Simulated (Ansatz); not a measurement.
**KCl with Br replacing Cl: gradients before and after relaxing the atoms**

Start: a supercell of KCl (rock salt type, Fm-3m) built from a COD entry, with all atoms left at the host's positions.

```yaml
crystal:
  lattice:
    - [0.00000, 9.43941, 9.43941]
    - [9.43941, 0.00000, 9.43941]
    - [9.43941, 9.43941, 0.00000]
  atoms:
    - { symbol: K, position: [0.00000, 0.00000, 0.00000] }
    - { symbol: K, position: [0.00000, 0.00000, 0.33333] }
    - { symbol: K, position: [0.00000, 0.00000, 0.66667] }
    - { symbol: K, position: [0.00000, 0.33333, 0.00000] }
    - { symbol: K, position: [0.00000, 0.33333, 0.33333] }
    - { symbol: K, position: [0.00000, 0.33333, 0.66667] }
    - { symbol: K, position: [0.00000, 0.66667, 0.00000] }
    - { symbol: K, position: [0.00000, 0.66667, 0.33333] }
    - { symbol: K, position: [0.00000, 0.66667, 0.66667] }
    - { symbol: K, position: [0.33333, 0.00000, 0.00000] }
    - { symbol: K, position: [0.33333, 0.00000, 0.33333] }
    - { symbol: K, position: [0.33333, 0.00000, 0.66667] }
    - { symbol: K, position: [0.33333, 0.33333, 0.00000] }
    - { symbol: K, position: [0.33333, 0.33333, 0.33333] }
    - { symbol: K, position: [0.33333, 0.33333, 0.66667] }
    - { symbol: K, position: [0.33333, 0.66667, 0.00000] }
    - { symbol: K, position: [0.33333, 0.66667, 0.33333] }
    - { symbol: K, position: [0.33333, 0.66667, 0.66667] }
    - { symbol: K, position: [0.66667, 0.00000, 0.00000] }
    - { symbol: K, position: [0.66667, 0.00000, 0.33333] }
    - { symbol: K, position: [0.66667, 0.00000, 0.66667] }
    - { symbol: K, position: [0.66667, 0.33333, 0.00000] }
    - { symbol: K, position: [0.66667, 0.33333, 0.33333] }
    - { symbol: K, position: [0.66667, 0.33333, 0.66667] }
    - { symbol: K, position: [0.66667, 0.66667, 0.00000] }
    - { symbol: K, position: [0.66667, 0.66667, 0.33333] }
    - { symbol: K, position: [0.66667, 0.66667, 0.66667] }
    - { symbol: Br, position: [0.16667, 0.16667, 0.16667] }
    - { symbol: Cl, position: [0.16667, 0.16667, 0.50000] }
    - { symbol: Cl, position: [0.16667, 0.16667, 0.83333] }
    - { symbol: Cl, position: [0.16667, 0.50000, 0.16667] }
    - { symbol: Cl, position: [0.16667, 0.50000, 0.50000] }
    - { symbol: Cl, position: [0.16667, 0.50000, 0.83333] }
    - { symbol: Cl, position: [0.16667, 0.83333, 0.16667] }
    - { symbol: Cl, position: [0.16667, 0.83333, 0.50000] }
    - { symbol: Cl, position: [0.16667, 0.83333, 0.83333] }
    - { symbol: Cl, position: [0.50000, 0.16667, 0.16667] }
    - { symbol: Cl, position: [0.50000, 0.16667, 0.50000] }
    - { symbol: Cl, position: [0.50000, 0.16667, 0.83333] }
    - { symbol: Cl, position: [0.50000, 0.50000, 0.16667] }
    - { symbol: Cl, position: [0.50000, 0.50000, 0.50000] }
    - { symbol: Cl, position: [0.50000, 0.50000, 0.83333] }
    - { symbol: Cl, position: [0.50000, 0.83333, 0.16667] }
    - { symbol: Cl, position: [0.50000, 0.83333, 0.50000] }
    - { symbol: Cl, position: [0.50000, 0.83333, 0.83333] }
    - { symbol: Cl, position: [0.83333, 0.16667, 0.16667] }
    - { symbol: Cl, position: [0.83333, 0.16667, 0.50000] }
    - { symbol: Cl, position: [0.83333, 0.16667, 0.83333] }
    - { symbol: Cl, position: [0.83333, 0.50000, 0.16667] }
    - { symbol: Cl, position: [0.83333, 0.50000, 0.50000] }
    - { symbol: Cl, position: [0.83333, 0.50000, 0.83333] }
    - { symbol: Cl, position: [0.83333, 0.83333, 0.16667] }
    - { symbol: Cl, position: [0.83333, 0.83333, 0.50000] }
    - { symbol: Cl, position: [0.83333, 0.83333, 0.83333] }
```

Atoms are numbered from 1 in the order listed; like atoms form one site, named after its first atom.

The numbers come from a DFT calculation in Ansatz (PBE, plane waves and PAW, scalar-relativistic, 420 eV cutoff, Γ-centred 2×2×2 k-points, Fermi–Dirac smearing 0.01 eV).

The largest force at the start is 0.20 eV/Å. Relaxing the ions at fixed cell moves them by 0.080 Å at most (atom 5, K) and 0.029 Å rms.

```csv
site,atom,moved (Å),first shell before,first shell after,V_zz before (10²¹ V/m²),η before
K2,2,0.080,"5 Cl at 3.15 Å, 1 Br at 3.15 Å","5 Cl at 3.10–3.15 Å, 1 Br at 3.23 Å",-0.15,0.00
K6,6,0.004,6 Cl at 3.15 Å,6 Cl at 3.14–3.15 Å,<0.005,–
Br,28,0.000,6 K at 3.15 Å,6 K at 3.23 Å,0.00,–
Cl29,29,0.006,6 K at 3.15 Å,6 K at 3.15 Å,-0.011,0.77
Cl42,42,0.033,6 K at 3.15 Å,6 K at 3.10–3.14 Å,-0.007,0.00
```

Problem. What are V_zz and η after the relaxation?

Solution. 

```
site  atom  V_zz after  η after  change of V_zz
  K2     2       -0.19     0.00           -0.04
  K6     6       0.082     0.98           +0.08
  Br    28        0.00        –            0.00
Cl29    29       -0.22     0.94               –
Cl42    42       -0.16     0.00           -0.16
```

The largest change of V_zz along a kept axis is on Cl42, from -0.007 to -0.16. On Cl29 the largest principal value lies along another axis in the second run, so the two V_zz can't be compared directly. Other sites with |V_zz| of 0.02 or less aren't listed.

The defect repeats with the cell of 54 atoms, so it feels its images: sites between two images don't show the values beside a lone defect, and zeros or small values of η there can come from the images' arrangement.
Before: The neighbours have not yet relaxed around the defect (largest force 0.20 eV/Å), so a real crystal will differ.
After: The relaxation keeps the site symmetry m-3m of the start, so the impurity can't leave its site; a start off the site could end lower.
